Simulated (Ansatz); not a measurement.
Values for one crystal, relaxed and computed with DFT-r²SCAN in the program Ansatz with PAW potentials; other levels are named.

```yaml
volume_per_atom: 18.46 Å³
electronic_character: metallic (no gap)
Density of states at the Fermi level: 0.76 states/eV per atom (mean over ±0.08 eV)
Gap with spin–orbit coupling: none (metallic)
Formation energy from the elements (no fitted shifts): -44 kJ/mol of atoms
Pressure derivative B′: 4.9
Bulk modulus (Birch–Murnaghan fit): 122 GPa
```

### Question
Pick the material that matches.
A) Ti2Te2P, R-3m (Ti on 6c, Te on 6c, P on 3a)
B) CoPdO2, R-3m (Pd on 3a, Co on 3b, O on 6c)
C) RhSe2, Pa-3 (Rh on 4a, Se on 8c)
D) LaAlSi, I4_1md (La on 4a, Al on 4a, Si on 4a)

### Answer
C, RhSe2, Pa-3 (Rh on 4a, Se on 8c)

The workflow started from an entry of the Crystallography Open Database (COD). Whether it is the stable phase at ambient conditions was not checked. The r²SCAN relaxation kept the symmetry of its start; its stability against distortions is not shown here. No spin polarisation was allowed. The references are the lowest solids computed at this level, not always the standard phases. Scalar-relativistic: spin–orbit coupling is off unless named, which matters more the heavier the elements.

Potentials: the later of the program's two PAW sets.
